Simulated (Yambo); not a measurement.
```
CELL_PARAMETERS angstrom
      0.00000     2.33680     2.33680
      2.33680     0.00000     2.33680
      2.33680     2.33680     0.00000
ATOMIC_POSITIONS crystal
  F  0.50000 0.50000 0.50000
  Na 0.00000 0.00000 0.00000
```

Response from Yambo on PBEsol (pw.x of Quantum ESPRESSO, ONCV potentials, scalar-relativistic) bands: 16×16×16 mesh, 21 bands, 4 Ry local-field block, 0.2 eV broadening.

Give the static electronic dielectric constant without and with local fields.


```tsv
field along	ε(0), independent particles	ε(0), RPA with local fields	refractive index √ε
x	1.86	1.80	1.34
```
Electronic (clamped-ion) response only. PBEsol gaps are usually too small, which raises these values. Convergence of the RPA response with its 16×16×16 mesh was not tested.

Geometry strained from the cell relaxed with PBEsol, atoms relaxed again.
